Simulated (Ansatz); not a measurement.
The start is a generated cell, Ni built in the AFLOW prototype A_mP4_4_2a (as in Te). The structure is fully relaxed (lattice and positions, P = 0) with r2SCAN (plane waves to 500 eV, PAW, scalar-relativistic; Ansatz, a quantum-chemistry and plane-wave program). The first steps use a coarse 14×6×9 k-mesh.

Starting cell:
```
Ni
1.0
    2.27429     0.00000     0.00000
    0.00000     5.50475     0.00000
   -0.16490     0.00000     3.48373
Ni
4
Direct
  0.25000   0.73000   0.48000
  0.75000   0.23000   0.52000
  0.48000   0.50000   0.02000
  0.52000   0.00000   0.98000
```
Spin-polarised start, with parallel moments on Ni.

**Question.** Which atoms feel the largest initial force, and how large is it?

**Answer.** 2.20 eV/Å, on Ni1, Ni2 (atoms numbered as listed).

**Question.** Does the structure survive the relaxation? Give the final space group.

**Answer.** The space group goes from P2₁ (No. 4) to Fm-3m (No. 225); the end is fcc (Cu type), with 1 atom in the primitive magnetic cell.

**Question.** By how much does the energy per atom fall from start to end?

**Answer.** 0.54 eV/atom.

**Question.** How does the volume change?

**Answer.** -3.4 %, from 10.90 to 10.53 Å³/atom.

**Question.** How do the shortest distances between atoms change?

**Answer.** The closest pairs of elements (up to four, under 3.6 Å), start → end: Ni–Ni 2.13 → 2.46 Å.

**Question.** What band gap does the relaxed structure have at this level?

**Answer.** No gap (metallic).

**Question.** What magnetic moments remain?

**Answer.** Net 0.74 μB/atom, ferromagnetic.

**Question.** What does it relax into? Give the structure.

**Answer.** 
Space group Fm-3m (No. 225); a = b = c = 3.4798 Å, α = β = γ = 90.00°

| atom | site | symmetry | x | y | z |
|---|---|---|---|---|---|
| Ni | 4a | m-3m | 0.0000 | 0.0000 | 0.0000 |
(The calculation used a cell of 1 atom; values per cell refer to that cell.)

Final values are on a 23×23×23 k-mesh of the relaxed cell. Spin state reached: ferromagnetic (net 0.74 μB/atom), from parallel starting moments; other spin orders were not run from this start. r2SCAN tends to overstate moments in metals.

The run could not lose the symmetry of its start; a randomly shaken copy of 2 atoms returns to this structure.
